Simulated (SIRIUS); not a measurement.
Worked example: self-consistent single point of a model cell of Mo (Pm-3n, 8 atoms in the cell; prototype structure) in SIRIUS.

All values come from this method and carry its errors: PBE, PseudoDojo 0.5 standard norm-conserving PBE (tails mended) pseudopotentials (plane waves; SIRIUS).

```
CELL_PARAMETERS angstrom
      5.04803     0.00000     0.00000
      0.00000     5.04803     0.00000
      0.00000     0.00000     5.04803
ATOMIC_POSITIONS crystal
  Mo 0.25000 0.00000 0.50000
  Mo 0.75000 0.00000 0.50000
  Mo 0.00000 0.50000 0.25000
  Mo 0.00000 0.50000 0.75000
  Mo 0.50000 0.25000 0.00000
  Mo 0.50000 0.75000 0.00000
  Mo 0.00000 0.00000 0.00000
  Mo 0.50000 0.50000 0.50000
```

Reference input (self-consistent single point, DFT, PBE, plane waves, PseudoDojo 0.5 standard norm-conserving PBE (tails mended) pseudopotentials): parameters.ngridk = 3 3 3; parameters.xc_functionals = [XC_GGA_X_PBE, XC_GGA_C_PBE]; parameters.gk_cutoff = 8.944 1/bohr; parameters.pw_cutoff = 17.889 1/bohr; parameters.smearing = fermi_dirac; parameters.smearing_width = 0.00499791 Ha; potentials = PseudoDojo 0.5 standard norm-conserving PBE (tails mended) pseudopotentials; parameters.electronic_structure_method = pseudopotential; parameters.num_bands = 67; parameters.num_mag_dims = 0; parameters.num_dft_iter = 100; parameters.energy_tol = 1e-07 Ha. This run's input differs from it in these lines:

```diff
@@ -18,3 +18,3 @@
     "smearing": "fermi_dirac",
-    "smearing_width": 0.00499791,
+    "smearing_width": 0.00367493,
     "num_bands": 67,
```

The program printed (abridged):

```
[find] density tolerance         : 1e-06
[find] total energy tolerance    : 1e-07
[find] iter_solver_tol (initial) : 0.01
[find] iter_solver_tol (target)  : 1e-13
[find] num_dft_iter              : 100
Charges and magnetic moments
--------------------------------------------------------------------------------
total charge          : 112.000000
[find] | SCF iteration   0 out of 100|
[diagonalize] iterative solver tolerance (occupied, empty): 0.01 0.01
[diagonalize] average number of iterations: 2
[find] Charges and magnetic moments
[find] total charge          : 112.000000
[find] Energy
   [... lines left out ...]

[find] Charges and magnetic moments
[find] total charge          : 112.000000
[find] Energy
[find] smearing (-TS)                 :      -0.00934635
[find] Total energy                   :    -562.19927774 (Ha),   -1124.39855549 (Ry)
[find] Free energy (E-TS)             :    -562.20862410 (Ha),   -1124.41724819 (Ry)
[find] band gap (eV)                  :       0.00000000
[find] Efermi                         :       0.74660927
[find] iteration : 31, RMS (target) : 2.6374e-07 (1.0000e-06) , energy difference (target) : 6.1382e-09 (1.0000e-07)
[find] bands are converged : true
[find] iterative solver converged : false
[find] converged after 32 SCF iterations!
[find] Charges and magnetic moments
[find] total charge          : 112.000000
[find] Energy
[find] smearing (-TS)                 :      -0.00934635
[find] Total energy                   :    -562.19927774 (Ha),   -1124.39855549 (Ry)
[find] Free energy (E-TS)             :    -562.20862410 (Ha),   -1124.41724819 (Ry)
[find] band gap (eV)                  :       0.00000000
[find] Efermi                         :       0.74660927
[ground_state] === stress tensor components [kbar] ===
[ground_state] === stress_total ===
[ground_state]     8.379645   -0.000000    0.000000
[ground_state]    -0.000000    8.379645   -0.000000
[ground_state]     0.000000   -0.000000    8.379645
[ground_state] ==== total Forces in Ha/bohr =====
[ground_state] atom:    0, force:      -0.0000000     -0.0000000     -0.0000000
   [... zero for the other atoms too ...]
```

The run converged in 32 iterations. SIRIUS prints the stress tensor with tension positive. Against the reference run the free energy rises by 13.1 meV/atom and the pressure moves little (-0.85 to -0.84 GPa).

The starting geometry comes from a prototype or from typed values, not from a relaxation at this level; it need not be a known phase. This run is one point of a test of settings, so its values need not be converged; read them against the reference run alone. No clean gap shows at this smearing width and mesh (spacing up to 0.41 Å⁻¹); the mesh is coarse for partly filled bands, so the values carry mesh errors.

Cost on one core: very roughly 110 core-seconds.

“Tails mended”: in these copies of the files the far tail of each local potential was reset to the Coulomb form.
